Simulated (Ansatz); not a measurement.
GaPt$_{3}$:
```
GaPt3
1.0
   -2.74863     2.74863     3.96395
    2.74863    -2.74863     3.96395
    2.74863     2.74863    -3.96395
Ga Pt
2 6
Cartesian
  2.74863   0.00000   1.98198
  0.00000   2.74863   1.98198
  1.13480   1.61384   0.00000
  1.61384   1.13480   3.96395
  3.88343   1.13480   0.00000
 -1.13480   1.61384   3.96395
  0.00000   0.00000   1.98198
  0.00000   0.00000   5.94593
```

Relaxed with r²SCAN. Special points in fractions of this cell's reciprocal vectors: Γ (0.000, 0.000, 0.000); X (0.000, 0.000, 0.500); P (0.250, 0.250, 0.250); N (0.000, 0.500, 0.000); M (0.500, 0.500, -0.500); S (0.370, 0.630, -0.370); S0 (-0.370, 0.370, 0.370); R (-0.240, 0.240, 0.500); G (0.500, 0.500, -0.240).

Q: List the band energies nearest the Fermi level at these points for r²SCAN (plane waves, PAW; program Ansatz).

A: In eV from the Fermi level; about four levels below and three above (degenerate sets whole), none deeper than 8.9 eV; points with the same levels are listed once.

```
k                          below                above
-  -----------------------------  -------------------
Γ        -0.78 -0.78 -0.44 -0.28       0.28 0.62 0.62
X        -0.99 -0.90 -0.75 -0.74       0.49 1.40 1.53
P        -0.82 -0.82 -0.59 -0.59  2.40 2.40 2.88 2.88
N        -1.40 -1.40 -0.42 -0.42  0.71 0.71 1.69 1.69
M  -1.99 -1.99 -1.97 -1.21 -0.41       0.45 1.65 1.65
S        -1.13 -0.79 -0.77 -0.15       1.60 2.82 3.56
R        -1.03 -0.82 -0.51 -0.33       2.36 2.79 3.02
```

Space group I4/mcm. The first step of the workflow began from a Materials Project structure, measured or hypothetical; the Crystallography Open Database copy checked does not list it. COD files the formula under space group No. 127, so this cell is another polymorph or a model. Whether it is the stable phase at ambient conditions was not checked. The r²SCAN relaxation kept the symmetry of its start; whether a distortion lowers the energy is not shown. No spin polarisation was allowed. Spin–orbit coupling is left out wherever it is not named.

Potentials: the later of the program's two PAW sets.
